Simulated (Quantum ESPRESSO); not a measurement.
Space group P-3m1 (No. 164); a = 4.2427 Å, b = 4.2427 Å, c = 7.6828 Å, α = 90.00°, β = 90.00°, γ = 120.00°

| atom | site | symmetry | x | y | z |
|---|---|---|---|---|---|
| H | 1b | -3m. | 0.0000 | 0.0000 | 0.5000 |
| H | 2d | 3m. | 0.6667 | 0.3333 | 0.3573 |
| Sr | 2d | 3m. | 0.3333 | 0.6667 | 0.3213 |
| I | 1a | -3m. | 0.0000 | 0.0000 | 0.0000 |

The geometry is that of Materials Project entry mp-1019269, symmetrised and not relaxed again.

Q: What does norm-conserving LDA (Quantum ESPRESSO, 74 Ry, without SOC) give for the electronic structure near the Fermi level?

A: The LDA gap is indirect, 1.77 eV, from A to 43 % of the way from H to A; the smallest direct gap is 2.32 eV. Without spin-orbit coupling, band edges of such heavy elements can be off by tenths of an eV.

The structure is a Materials Project entry; no match was found in the copy of COD used, and its stability was not checked.
